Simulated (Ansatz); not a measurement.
Values for one crystal, relaxed and computed with r²SCAN in the plane-wave PAW code Ansatz; other levels are named.

```yaml
volume_per_atom: 11.92 Å³
band_gap: 2.31 eV (direct)
Bulk modulus (Birch–Murnaghan fit): 186 GPa
Gap with spin–orbit coupling: 2.29 eV
Hole effective mass with spin–orbit coupling: 0.92, 1.6, 1.7 mₑ (principal values)
Pressure derivative B′: 4.2
Formation energy from the elements (no fitted shifts): -3430 meV/atom
```

### Question
Which compound is it?
(A) BiClO, P4/nmm (Bi on 2c, Cl on 2c, O on 2a)
(B) SrTiO3, I4/mcm (Sr on 4b, Ti on 4c, O on 8h, O on 4a)
(C) SiO2, R-3m (Si on 3a, O on 6c)
(D) BPO4, I-4 (B on 2d, P on 2a, O on 8g)

### Answer
B, SrTiO3, I4/mcm (Sr on 4b, Ti on 4c, O on 8h, O on 4a)

The first step of the workflow began from a Materials Project structure, measured or hypothetical; the Crystallography Open Database files this formula in space group No. 140, but the cells were not matched. It is not the phase usual at ambient conditions (space group No. 221). The cell was relaxed with r²SCAN under the symmetry of its start; its stability against distortions is not shown here. The run is not spin-polarised. The references are the lowest solids computed at this level, not always the standard phases (solids in place of the gases). Spin–orbit coupling is left out wherever it is not named.

Potentials: the later of the program's two PAW sets.
